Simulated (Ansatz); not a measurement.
Computed with DFT PBE, scalar-relativistic, plane waves, PAW in Ansatz. All cells share a 420 eV cutoff and Γ-centred k meshes spaced about 0.3 Å⁻¹ or finer (0.25 for metals, 2π included). No spin polarisation.

Relaxed forms of K₃TaO₃:

Cell 1.

Space group Cmcm (No. 63). a = 9.381 Å, b = 11.574 Å, c = 5.933 Å, α = 90.00°, β = 90.00°, γ = 90.00°
| atom | site | symmetry | x | y | z |
| --- | --- | --- | --- | --- | --- |
| K | 4c | m2m | 0.5000 | 0.1056 | 0.7500 |
| K | 8g | ..m | 0.7948 | 0.8921 | 0.7500 |
| Ta | 4c | m2m | 0.5000 | 0.7011 | 0.7500 |
| O | 8g | ..m | 0.1751 | 0.1248 | 0.7500 |
| O | 4c | m2m | 0.5000 | 0.8633 | 0.7500 |

Cell 2.

Space group P2_1/m (No. 11). a = 7.204 Å, b = 5.823 Å, c = 8.265 Å, α = 90.00°, β = 90.22°, γ = 90.00°
```
atom  site  symmetry       x       y       z
   K    2e         m  0.8240  0.7500  0.9962
   K    2e         m  0.8238  0.7500  0.5057
   K    2e         m  0.3524  0.7500  0.2496
  Ta    2e         m  0.3219  0.7500  0.7496
   O    2e         m  0.1935  0.7500  0.5532
   O    2e         m  0.5808  0.7500  0.7505
   O    2e         m  0.1928  0.7500  0.9451
```

Cell 3.

Space group R3m:H (No. 160). a = 8.056 Å, b = 8.056 Å, c = 9.906 Å, α = 90.00°, β = 90.00°, γ = 120.00°
```
atom  site  symmetry       x       y       z
   K    9b        .m  0.4965  0.5035  0.2635
  Ta    3a        3m  0.3333  0.6667  0.9608
   O    9b        .m  0.4642  0.5358  0.9947
```

Cell 4.

Space group P6_3/mcm (No. 193). a = 10.249 Å, b = 10.249 Å, c = 5.191 Å, α = 90.00°, β = 90.00°, γ = 120.00°
| atom | site | symmetry | x | y | z |
| --- | --- | --- | --- | --- | --- |
| K | 6g | m2m | 0.0000 | 0.6838 | 0.2500 |
| Ta | 2b | -3.m | 0.0000 | 0.0000 | 0.0000 |
| O | 6g | m2m | 0.8429 | 0.0000 | 0.7500 |

Their energies and Kohn–Sham gaps, in order of energy:

```csv
row,ΔE (meV/atom),gap on mesh (eV)
a,0,1.49
b,17,1.83
c,78,1.19
d,105,none
```

Question: Which row belongs to which cell?

Answer: Row a is cell 2, row b is cell 1, row c is cell 3, row d is cell 4. Counting O atoms around K and Ta (those within 1.25 times the shortest such distance or 1.15 times the sum of covalent radii, 1.27 where that leaves under three; a plus sign parts nearer from farther groups; a slash parts the counts of unlike sites): cell 1 (Cmcm, 23.0 Å³/atom) has K 4+1/5, Ta 3; cell 2 (P2_1/m, 24.8 Å³/atom) has K 2+2/4, Ta 3; cell 3 (R3m, 26.5 Å³/atom) has K 3, Ta 3; cell 4 (P6_3/mcm, 33.7 Å³/atom) has K 2+2, Ta 6.

Gaps are read on each cell's k mesh and can be smaller between its points; Kohn–Sham gaps at this level usually fall short of measured ones, and a small gap can close altogether. The k mesh leaves some 4 meV/atom of noise in the energy of each metallic cell. These runs have no spin–orbit coupling, which can matter for Ta. With atoms moved at random, cell 1 (by 17 meV/atom) fell into a lower structure and cell 2 came back. Cell 3 and cell 4 had no clear such test and can be saddle points.
